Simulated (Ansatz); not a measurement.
The elements of this relaxed trial crystal are hidden behind letters.

```
lattice vectors (Å)
  -3.0239    3.0239    3.0239
   3.0239   -3.0239    3.0239
   3.0239    3.0239   -3.0239
fractional positions
X 0.4308 0.4308 0.4308
X 0.5692 0.0000 0.0000
X 0.0000 0.0000 0.5692
X 0.0000 0.5692 0.0000
Z 0.0000 0.0000 0.0000
```

Level of theory: Ansatz, DFT PBE, scalar-relativistic, plane waves, PAW. Cutoff 420 eV, Γ-centred 10×10×10 mesh (5-atom cell), Gaussian smearing of 0.10 eV, no spin polarisation.

* Space group: I-43m (No. 217)
* Conventional cell: a = 6.048 Å
* Volume per atom: 22.12 Å³
* Density: 5.76 g/cm³
* Formation energy: +0.17 eV/atom
* Gap on the 10×10×10 mesh of the 5-atom cell: 0 eV (a metal)

Energies are uncorrected and count from the elements' standard states at the same level.

Question: X is a d-block element of period 5 and Z is a p-block element of period 2. Which elements are they?

Answer: X = Zr, Z = F, so the formula is Zr4F. Density times volume gives a mean mass of 5.76 × 22.12/1.6605 = 76.7 u per atom, and this set has 76.8 u. Zr has 1 F at 2.26 Å, 1 F at 2.98 Å, 6 Zr at 3.08 Å and 3 Zr at 3.68 Å; F is surrounded by 4 Zr at 2.26 Å. Other sets within the hints have nearly the same mass, so mass alone doesn't settle it; this one was computed.

A structure relaxed within its symmetry needn't be a true minimum. Another cell of Zr4F relaxed alike, in I4/mmm, lies 94 meV/atom lower, so this cell isn't the stable form at this level.
